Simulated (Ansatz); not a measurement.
HfS2:
```
HfS2
1.0
    3.55666     0.00000     0.00000
   -1.77833     3.08016     0.00000
    0.00000     0.00000     5.68034
Hf S
1 2
Direct
  0.00000   0.00000   0.00000
  0.33333   0.66667   0.25451
  0.66667   0.33333   0.74549
```

Tensor components refer to the Cartesian frame of this cell.

Question: Give the high-frequency dielectric tensor and the Born effective charge tensors of the independent atoms from DFPT, DFT-LDA in the program Ansatz with PAW potentials.

Answer: 
ε∞:
```
12.2  0.00  0.00
0.00  12.2  0.00
0.00  0.00  6.76
```
Z* of atom 1 (Hf), rows: field, columns: displacement, in e:
```
6.92  0.00  0.00
0.00  6.92  0.00
0.00  0.00  2.13
```
Z* of atom 2 (S), rows: field, columns: displacement, in e:
```
-3.46   0.00   0.00
 0.00  -3.46   0.00
 0.00   0.00  -1.06
```

Static charges for comparison (Bader): Hf1 +2.00, S2 -1.00 e. Born charges measure polarisation by displacement and can exceed these by far.

Space group P-3m1 (CdI2 type). Symmetry was held in the LDA relaxation. No spin polarisation was allowed. A crystal of weakly bound layers computed without a dispersion correction: the cell and the soft elastic constants depend strongly on that. Spin–orbit coupling is left out wherever it is not named.

Potentials: the later of the program's two PAW sets.
